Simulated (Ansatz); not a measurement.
## Trial structures of BeZn2TeS2: starts and ends

Computed with Ansatz 0.2.0, DFT PBE, scalar-relativistic, plane waves, PAW. Settings: cutoff 420 eV, Γ-centred meshes spaced at most about 0.3 Å⁻¹, and about 0.25 Å⁻¹ or finer for metals (2π included), Gaussian smearing. No spin polarisation in the final relaxations.

Each guess was relaxed in cell and atoms at zero pressure, within the symmetry of its start. All energies are static (0 K, no zero-point motion). Coordination counts S or Te atoms around Be and Zn (for each partner element, those within 1.25 times its shortest distance or 1.15 times the sum of covalent radii, where it is the nearest in units of that sum or under 1.3; the shortest distance is added where it is long for a bond).

```tsv
guess	made from	start group	V start (Å³/atom)	end group	V end (Å³/atom)	coordination at the end	gap on mesh (eV)	E over the lowest end (meV/atom)
1	Li2MgCdP2 type	P-4m2	20.9	P-4m2	28.4	Be 4, Zn 4	0	0
2	random cell	P4/mmm	18.9	P4/mmm	22.7	Be 4 from 3.9 Å, Zn 4	0	982
3	random cell	P-6m2	23.1	P-6m2	25.6	Be 2, Zn 3	0	253
4	random cell	P6/mmm	23.8	?	?	?	?	?
5	LaAl2BRu2 type	P4/mmm	20.5	P4/mmm	18.1	Be 6, Zn 8	0	418
6	Pr2FeSi2Ru type	P-4m2	21.0	P-4m2	27.3	Be 4 from 2.5 Å, Zn 1 from 3.0 Å	0	923
```

Guess 4 as it starts:

```
CELL_PARAMETERS angstrom
4.76928 0.00000 0.00000
-2.38464 4.13032 0.00000
0.00000 0.00000 7.24862
ATOMIC_POSITIONS crystal
Be 0.00000 0.00000 0.50000
Zn 0.33333 0.66667 0.50000
Zn 0.66667 0.33333 0.50000
Te 0.00000 0.00000 0.00000
S 0.33333 0.66667 0.00000
S 0.66667 0.33333 0.00000
```

Q: Fill in the missing row: what does this guess relax into, and where does it rank?

A: It ends in space group P6/mmm (No. 191), with a = 4.782 Å, c = 5.339 Å, 17.6 Å³/atom and no gap. It lies 0.77 eV/atom over the lowest end, above guess 5 and below guess 6. Counting S or Te atoms around Be and Zn, this end has Be 2, Zn 2 and the lowest (guess 1) has Be 4, Zn 4.

```cif
data_structure
_symmetry_space_group_name_H-M 'P6/mmm'
_symmetry_Int_Tables_number 191
_cell_length_a 4.7816
_cell_length_b 4.7816
_cell_length_c 5.3392
_cell_angle_alpha 90.000
_cell_angle_beta 90.000
_cell_angle_gamma 120.000
_cell_volume 105.72
loop_
_atom_site_label
_atom_site_type_symbol
_atom_site_symmetry_multiplicity
_atom_site_Wyckoff_symbol
_atom_site_fract_x
_atom_site_fract_y
_atom_site_fract_z
_atom_site_occupancy
Be1 Be 1 b 0.00000 0.00000 0.50000 1
Zn1 Zn 2 d 0.33333 0.66667 0.50000 1
Te1 Te 1 a 0.00000 0.00000 0.00000 1
S1 S 2 c 0.33333 0.66667 0.00000 1
```

The zero of energy is the elements' standard structures at the same level; no fitted shifts are applied.

Q: Is the lowest end bound against the elements?

A: Yes: its formation energy is −0.41 eV/atom. A negative formation energy is needed for stability but isn't enough: competing phases decide.

No dispersion correction is applied, so the spacing and binding between layers, chains or molecules are poorly described (P-4m2 at 28.4 Å³/atom, P-6m2, P-4m2 at 27.3 Å³/atom), and this can change margins and order among such cells. These runs have no spin–orbit coupling, which can matter for Te. The reference forms of S and Te are held partly by dispersion forces, which this level lacks. Cells relaxed within their symmetry can be saddle points. A lower structure may well exist outside this small set. Some candidate types were left out of the draw beforehand, so a known form may be missing.
